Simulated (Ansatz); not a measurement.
InPd (CsCl type, Pm-3m) under volume change, PBE (plane waves, PAW; program Ansatz), scaled uniformly.

```json
[
 {"V (Å³/atom)": "16.428", "E − E(relaxed) (meV/atom)": "63.0", "P (GPa)": "13.84"},
 {"V (Å³/atom)": "16.969", "E − E(relaxed) (meV/atom)": "[?]", "P (GPa)": "[?]"},
 {"V (Å³/atom)": "17.511", "E − E(relaxed) (meV/atom)": "6.0", "P (GPa)": "3.69"},
 {"V (Å³/atom)": "18.052", "E − E(relaxed) (meV/atom)": "0.0", "P (GPa)": "0.00"},
 {"V (Å³/atom)": "18.594", "E − E(relaxed) (meV/atom)": "[?]", "P (GPa)": "[?]"},
 {"V (Å³/atom)": "19.135", "E − E(relaxed) (meV/atom)": "19.3", "P (GPa)": "-5.36"},
 {"V (Å³/atom)": "19.677", "E − E(relaxed) (meV/atom)": "40.9", "P (GPa)": "-7.32"}
]
```

### Question
Complete the blanks.

### Answer

- 18.594, E − E(relaxed) (meV/atom): 5.2
- 18.594, P (GPa): -2.95
- 16.969, E − E(relaxed) (meV/atom): 26.0
- 16.969, P (GPa): 8.27

### Question
What does a third-order Birch–Murnaghan fit give for V₀, B₀ and B′?

### Answer
V₀ = 18.06 Å³/atom, B₀ = 110 GPa, B′ = 6.0.

Symmetry was held in the PBE relaxation. No spin polarisation was allowed.

Potentials: the earlier of the program's two PAW sets.
